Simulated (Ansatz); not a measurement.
Structure relaxation, C

The start is a generated trial cell of C in the beta-Sn structure type. Cell shape, volume and atoms are optimised at zero target pressure with r2SCAN (plane waves to 500 eV, PAW, scalar-relativistic; Ansatz, a program for electronic structure). First-step values are on the input's coarse k-mesh.

Ansatz input (later rounds restart from its end on a renewed k-mesh):
Ansatz 0.2 input:
```yaml
crystal:
  lattice:
    - [-1.915135, 1.915135, 1.044921]
    - [1.915135, -1.915135, 1.044921]
    - [1.915135, 1.915135, -1.044921]
  atoms:
    - { symbol: C, position: [0.75, 0.25, 0.5] }
    - { symbol: C, position: [0, 0, 0] }
basis: { ecutwfc: 500, ecutrho_ratio: 4, xc_grid: 4, fft_grid_basis: typed }
kpoints: { mp_grid: { grid: [12, 12, 12] } }
hamiltonian:
  xc: r2scan
  dispersion: none
  pseudopotentials: { azcp: { folder: ./paw }, kind: paw }
scf: { occupations: { method: fermi_dirac, width: 0.05 } }
relax: { f_tol: 0.01, max_steps: 100, cell: { stress_tol: 0.02 } }
output: { forces: true, stress: true }
```

Problem. By how much does the energy per atom fall from start to end?

Solution. 3.52 eV/atom.

Problem. How does the volume per atom move from start to end?

Solution. -26.4 %, from 7.67 to 5.64 Å³/atom.

Problem. How do the shortest distances between atoms change?

Solution. The closest pairs of elements (up to four, under 3.6 Å), start → end: C–C 1.99 → 1.54 Å.

Final values are on a 16×16×16 k-mesh of the relaxed cell. No spin polarisation in the result.

The run could not lose the symmetry of its start; a randomly shaken copy of 4 atoms returns to this structure.

All atoms sit on sites fixed by symmetry, so only the cell could relax.
